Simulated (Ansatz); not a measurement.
V3Si:
```xyz
8
Lattice="4.7013 0.0000 0.0000 0.0000 4.7013 0.0000 0.0000 0.0000 4.7013" Properties=species:S:1:pos:R:3 pbc="T T T"
Si     0.0000     0.0000     0.0000
Si     2.3507     2.3507     2.3507
V      1.1753     0.0000     2.3507
V      2.3507     3.5260     0.0000
V      3.5260     0.0000     2.3507
V      2.3507     1.1753     0.0000
V      0.0000     2.3507     3.5260
V      0.0000     2.3507     1.1753
```
The run is spin-polarised; directions of the spins, atom by atom: 0 0 0 0 0 0 0 0.

Relaxed with PBE.

Question: Map the valence electron density (e/Å³), cut off at 1 on the plane through (0.000, 0.000, 0.000) spanned by u = [1, 0, 0] and v = [0, 1, 0] in lattice vectors, from PBE (plane waves, PAW; program Ansatz).

Answer: x is the fraction of u, y of v (the angle between them is 90°; rows are the nearest grid lines); atoms in the plane: Si at (0.00, 0.00), V at (0.50, 0.75), V at (0.50, 0.25).
```
y \ x   0.000  0.0833  0.167  0.292  0.375  0.458  0.542  0.625  0.708  0.833  0.917   1.00
------  -----  ------  -----  -----  -----  -----  -----  -----  -----  -----  -----  -----
1.00    0.053   0.195  0.417  0.303  0.318  0.425  0.425  0.318  0.303  0.417  0.195  0.053
0.917   0.195   0.317  0.409  0.295  0.454   1.00   1.00  0.454  0.295  0.409  0.317  0.195
0.833   0.417   0.412  0.344  0.332   1.00   1.00   1.00   1.00  0.332  0.344  0.412  0.417
0.750   0.341   0.318  0.273  0.403   1.00   1.00   1.00   1.00  0.403  0.273  0.318  0.341
0.708   0.303   0.287  0.255  0.380   1.00   1.00   1.00   1.00  0.380  0.255  0.287  0.303
0.625   0.318   0.294  0.257  0.293  0.871   1.00   1.00  0.871  0.293  0.257  0.294  0.318
0.542   0.425   0.359  0.282  0.267  0.350  0.531  0.531  0.350  0.267  0.282  0.359  0.425
0.458   0.425   0.359  0.282  0.267  0.350  0.531  0.531  0.350  0.267  0.282  0.359  0.425
0.375   0.318   0.294  0.257  0.293  0.871   1.00   1.00  0.871  0.293  0.257  0.294  0.318
0.292   0.303   0.287  0.255  0.380   1.00   1.00   1.00   1.00  0.380  0.255  0.287  0.303
0.250   0.341   0.318  0.273  0.403   1.00   1.00   1.00   1.00  0.403  0.273  0.318  0.341
0.167   0.417   0.412  0.344  0.332   1.00   1.00   1.00   1.00  0.332  0.344  0.412  0.417
0.0833  0.195   0.317  0.409  0.295  0.454   1.00   1.00  0.454  0.295  0.409  0.317  0.195
0.000   0.053   0.195  0.417  0.303  0.318  0.425  0.425  0.318  0.303  0.417  0.195  0.053
```

The density is the valence pseudo-density with augmentation charge, so density and ELF within about 1 Å of a nucleus are not all-electron values.

Space group Pm-3n (A15 (Cr3Si type)). Symmetry was held in the PBE relaxation. The final state is ferromagnetic, the only order run, not a proven ground state.

Potentials: the later of the program's two PAW sets.
